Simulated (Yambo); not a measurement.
Yambo run on LiNO3 (space group R-3c, No. 167). The wavefunctions come from this Quantum ESPRESSO step (PBEsol, PseudoDojo standard norm-conserving files, scalar-relativistic):

```
&CONTROL
  calculation = 'nscf'
  pseudo_dir = './pseudo'
  outdir = './out'
/
&SYSTEM
  ibrav = 0
  nat = 10
  ntyp = 3
  ecutwfc = 84.0
  ecutrho = 336.0
  occupations = 'fixed'
  force_symmorphic = .true.
  nbnd = 110
/
&ELECTRONS
  conv_thr = 1e-08
  diago_full_acc = .true.
  diago_thr_init = 1e-08
/
ATOMIC_SPECIES
Li 6.9400 Li.upf
N 14.0070 N.upf
O 15.9990 O.upf
CELL_PARAMETERS angstrom
  2.327500161000   1.343782845000   4.945173000000
 -2.327500161000   1.343782845000   4.945173000000
  0.000000000000  -2.687565689000   4.945173000000
ATOMIC_POSITIONS crystal
Li   0.500000000000   0.500000000000   0.500000000000
Li   0.000000000000   0.000000000000   0.000000000000
N   0.750000000000   0.750000000000   0.750000000000
N   0.250000000000   0.250000000000   0.250000000000
O   0.020230000000   0.479770000000   0.750000000000
O   0.979770000000   0.520230000000   0.250000000000
O   0.750000000000   0.020230000000   0.479770000000
O   0.250000000000   0.979770000000   0.520230000000
O   0.479770000000   0.750000000000   0.020230000000
O   0.520230000000   0.250000000000   0.979770000000
K_POINTS automatic
4 4 4 0 0 0
```

Yambo input:

```
rim_cut
gw0
dyson
el_el_corr
HF_and_locXC
ppa
em1d
RandQpts= 1000000
RandGvec= 1 Ry
EXXRLvcs= 84 Ry
VXCRLvcs= 336 Ry
Chimod= "HARTREE"
% BndsRnXp
 3 | 109 |
%
NGsBlkXp= 6 Ry
% LongDrXp
 1.0 | 1.0 | 1.0 |
%
PPAPntXp= 27.2114 eV
% GbndRnge
 1 | 109 |
%
GTermKind= "BG"
DysSolver= "n"
ExtendOut
% QPkrange
 1 | 1 | 26 | 27 |
 3 | 3 | 26 | 27 |
 7 | 7 | 26 | 27 |
 8 | 8 | 26 | 27 |
 13 | 13 | 26 | 27 |
%
```

k points by index: 1 = Γ, 3 = L, 7 = F, 8 = (0.25, 0.25, 0.25), 13 = Z.

The o-*.qp file then holds:

```
#    K-point    Band    Eo [eV]    E [eV]    E-Eo [eV]    Vxc [eV]    Vnlxc [eV]    Sc|Eo [eV]    Sc|E [eV]    dSc/dw|Eo [eV]    Re(Z)    Im(Z)
#
    1    26    -0.818888    -2.579483    -1.760595    -19.10853    -25.88827    4.599535    5.019144    -6.484632    0.807552    -0.001646
    1    27    3.070202    5.463493    2.393292    -18.11123    -13.01947    -2.191425    -2.698474    -5.764913    0.825179    -0.985586E-3
    3    26    -0.089433    -1.722402    -1.632969    -20.31784    -26.96392    4.628397    5.013112    -6.410276    0.809339    -0.001159
    3    27    3.533743    5.985898    2.452155    -18.89906    -13.88482    -2.024331    -2.562095    -5.967360    0.820144    -0.001073
    7    26    0.000000    -1.622672    -1.622672    -20.48098    -27.13293    4.646801    5.029273    -6.413351    0.809265    -0.001150
    7    27    3.397029    5.846638    2.449608    -18.66411    -13.59852    -2.083861    -2.615990    -5.910976    0.821540    -0.001037
    8    26    -0.870211    -2.643876    -1.773665    -19.02342    -25.81846    4.598252    5.021379    -6.490726    0.807405    -0.001831
    8    27    3.053328    5.416149    2.362821    -17.97797    -12.95821    -2.158776    -2.656932    -5.736857    0.825882    -0.986089E-3
    13    26    -0.941961    -2.736247    -1.794286    -18.98453    -25.81942    4.611053    5.040605    -6.513177    0.806864    -0.002445
    13    27    3.142280    5.465367    2.323086    -17.99768    -13.11727    -2.067155    -2.557324    -5.741426    0.825767    -0.998173E-3
```
(The two width columns are left out.) Convergence of these settings isn't established.

Geometry of the Materials Project entry, not relaxed at this level.

The structure is a Materials Project entry; no match was found in the copy of COD used, and its stability was not checked.
